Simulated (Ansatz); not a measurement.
BaTe:
```
CELL_PARAMETERS angstrom
      0.00000     3.53167     3.53167
      3.53167     0.00000     3.53167
      3.53167     3.53167     0.00000
ATOMIC_POSITIONS crystal
  Ba 0.00000 0.00000 0.00000
  Te 0.50000 0.50000 0.50000
```

Relaxed with r²SCAN. Special points in fractions of this cell's reciprocal vectors: Γ (0.000, 0.000, 0.000); X (0.500, 0.000, 0.500); U (0.625, 0.250, 0.625); K (0.375, 0.375, 0.750); L (0.500, 0.500, 0.500); W (0.500, 0.250, 0.750).

Task: List the band energies nearest the valence-band maximum at these points for DFT-r²SCAN in the program Ansatz with PAW potentials.

Result: In eV from the valence-band maximum; about four levels below and three above (degenerate sets whole), none deeper than 8.9 eV; points with the same levels are listed once.

| k | below | above |
|---|---|---|
| Γ | 0.00 0.00 0.00 | 3.43 3.43 3.43 |
| X | -1.08 -0.36 -0.36 | 2.00 4.97 5.31 |
| U | -1.16 -1.00 -0.70 | 3.02 5.43 5.65 |
| L | -2.08 -1.01 -1.01 | 4.56 5.26 5.42 5.42 |
| W | -1.17 -0.88 -0.88 | 3.94 3.94 5.42 |

Space group Fm-3m (rock salt). Symmetry was held in the r²SCAN relaxation; of distortions, only those at the zone centre were tested. Scalar-relativistic: spin–orbit coupling is off unless named, which matters more the heavier the elements.

Potentials: the later of the program's two PAW sets.
